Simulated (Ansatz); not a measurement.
**Phonons of RbLuS2 (R-3m)**

```
CELL_PARAMETERS angstrom
1.96739 1.13587 7.53936
-1.96739 1.13587 7.53936
0.00000 -2.27174 7.53936
ATOMIC_POSITIONS crystal
Rb 0.00000 0.00000 0.00000
Lu 0.50000 0.50000 0.50000
S 0.23024 0.23024 0.23024
S 0.76976 0.76976 0.76976
```

The conventional cell has a = 3.935 Å, b = 3.935 Å, c = 22.618 Å, α = 90.00°, β = 90.00°, γ = 120.00°. Rb (atom 1) is surrounded by 6 S at 3.26 Å. Lu (atom 2) is surrounded by 6 S at 2.69 Å. S (atom 3) has 3 Lu at 2.69 Å as nearest neighbours.

Unless marked otherwise, the numbers come from PBEsol, all-electron LAPW in Ansatz 0.2.0, scalar-relativistic. k mesh 6×6×6, fixed occupations, basis error target 1 meV/atom. The cell was relaxed by PAW under this functional.

Atoms are displaced by 0.01 Å in the primitive cell, which gives the zone-centre modes alone. Negative values stand for unstable modes. The zone centre has no LO-TO term.

Task: Is the structure dynamically stable at these wave vectors?

Result: Yes, no mode is unstable there; wave vectors off this mesh aren't tested.

Task: How do the optical zone-centre modes decompose, and which are active?

Result: Point group -3m: Γ_opt = 2Eu + 2A2u + Eg + A1g.

| label | meV | activity | mostly |
| --- | --- | --- | --- |
| Eu | 8.85 | IR | Rb (71 %) |
| A2u | 15.02 | IR | Rb (74 %) |
| Eu | 21.88 | IR | S (79 %) |
| Eg | 26.94 | Raman | S (100 %) |
| A2u | 29.59 | IR | S (73 %) |
| A1g | 34.65 | Raman | S (100 %) |

Task: How well do frozen-core PAW files reproduce these all-electron values?

Result: With a cutoff of 420 eV and displacements of 0.0025 Å, the r.m.s. difference over the modes is 0.0 cm⁻¹; the largest difference is 238.7 (PAW) against 238.6 cm⁻¹ (LAPW).

Task: The cell is scaled evenly to 99.573 and 102.606 Å³ (from 101.089), with free atoms relaxed and the shape held, so these aren't the values under hydrostatic pressure. What are the mode Grüneisen parameters γ = −d ln ω/d ln V?

Result: For the highest mode, 283.9 cm⁻¹ in the small cell and 275.2 in the large one give γ ≈ 1.04. From the change of the dynamical matrix on each mode:

| point | cm⁻¹ | γ |
| --- | --- | --- |
| Gamma | 71.4 | 2.42 |
| Gamma | 121.2 | 2.70 |
| Gamma | 176.5 | 1.76 |
| Gamma | 217.3 | 1.13 |
| Gamma | 238.6 | 1.16 |
| Gamma | 279.5 | 1.03 |

Task: Linear response on PAW files adds the field. What are the dielectric tensor, the Born charges and the LO shift?

Result: ε∞ = (5.55, 5.55, 4.40) along x, y, z with local fields. Born charges (xx, yy, zz): Rb1 (1.04, 1.04, 1.94); Lu2 (4.25, 4.25, 1.78); S3 (-2.64, -2.64, -1.86); S4 (-2.64, -2.64, -1.86). For q along x the macroscopic field gives longitudinal modes at 281.9 (from 176.5) cm⁻¹. For q along z the macroscopic field gives longitudinal modes at 137.3 (from 121.2), 289.0 (from 238.7) cm⁻¹. Without the field the optical modes lie at 71.4 (Eu), 121.2 (A2u), 176.5 (Eu), 217.3 (Eg), 238.7 (A2u), 279.5 (A1g) cm⁻¹. With the ions free to follow the field, the program's ε₀ is (14.17, 14.17, 8.28).

Caveats: zone-boundary modes aren't tested; the frozen-core PAW files of the compared runs were fitted under PBE, their cores solved anew for this functional; field response not resolved by the mesh; semilocal gaps are low, and ε∞ tends to come out large.
